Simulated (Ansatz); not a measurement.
ZrNi$_{2}$ (cubic Laves (MgCu2 type), Fd-3m) under volume change, DFT-r²SCAN in the program Ansatz with PAW potentials, scaled uniformly.

```tsv
V (Å³/atom)	E − E(relaxed) (meV/atom)	P (GPa)
12.529	74.0	20.80
12.942	31.1	12.73
13.355	7.3	5.86
13.768	0.0	0.00
14.181	6.6	-4.99
14.594	25.1	-9.24
15.007	53.7	-12.85
```

**Question.** What does a third-order Birch–Murnaghan fit give for V₀, B₀ and B′?

**Answer.** V₀ = 13.77 Å³/atom, B₀ = 180 GPa, B′ = 4.3.

The workflow started from an entry of the Crystallography Open Database (COD). Whether it is the stable phase at ambient conditions was not checked. The r²SCAN relaxation kept the symmetry of its start; its stability against distortions is not shown here. The workflow began spin-polarised and lost its moments.

Potentials: the later of the program's two PAW sets.
